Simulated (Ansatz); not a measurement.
# Notes on ZnCu$_{2}$SnSe$_{4}$

```
Sn Se Cu Zn
1.0
     0.00000    5.76975    0.00000
     5.76975    0.00000    0.00000
     2.88488    2.88488   -5.75018
Sn Se Cu Zn
1 4 2 1
Cartesian
  2.8849 2.8849 0.0000
  4.3775 4.3775 -1.4789
  7.2624 4.2771 -4.2712
  1.3922 1.3922 -1.4789
  4.2771 7.2624 -4.2712
  2.8849 5.7698 -2.8751
  5.7698 2.8849 -2.8751
  0.0000 0.0000 0.0000
```

Level: PBEsol, no spin polarisation; 420 eV; 7×7×7 Γ-centred mesh; fermi-dirac occupations (width 0.1369 eV); Ansatz 0.2.0, fixed geometry.

Question: What is the formation energy?

Answer: -0.33 eV an atom against the elements' usual phases (free molecules for gases, crystals otherwise, with no correction for O₂ or N₂), so it is bound against them; other compounds may still compete. Relaxing would lower it.

Question: Which element gives electrons and which takes them?

Answer: Bader charges in e: Zn +0.70, Cu +0.35, Sn +1.11, Se -0.62. In the mean Sn gives up most and Se takes most.

Question: What happens at the Fermi level?

Answer: It is a semimetal on this mesh, with about 0.16 states/eV a cell as the mean within 0.25 eV of the Fermi level, mostly Se p (52 %), Cu d (20 %) and Sn s (16 %).

Question: Where is the largest force?

Answer: The largest is on Se2 (and as large on other atoms): 0.74 eV/Å, components (0.07, 0.07, -0.73). It makes 119° with the line to a nearest neighbour, Zn8 at 2.46 Å.

Origin: a database entry at a rescaled volume.
